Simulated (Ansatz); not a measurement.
In₂Au:
```
CELL_PARAMETERS angstrom
      0.00000     3.28455     3.28455
      3.28455     0.00000     3.28455
      3.28455     3.28455     0.00000
ATOMIC_POSITIONS crystal
  Au 0.00000 0.00000 0.00000
  In 0.25000 0.25000 0.25000
  In 0.75000 0.75000 0.75000
```

Relaxed with r²SCAN.

Give the Bader charges and basin volumes of the independent atoms, the program Ansatz at the r²SCAN level (PAW).



```csv
atom,Bader charge (e),Bader volume (Å³)
Au1,-1.13,26.5
In2,+0.56,22.2
```

Space group Fm-3m (fluorite or antifluorite type). The workflow started from an entry of the Crystallography Open Database (COD). Its standing as an ambient phase is unchecked. Symmetry was held in the r²SCAN relaxation; whether a distortion lowers the energy is not shown. Scalar-relativistic: spin–orbit coupling is off unless named, which matters more the heavier the elements.

Potentials: the later of the program's two PAW sets.
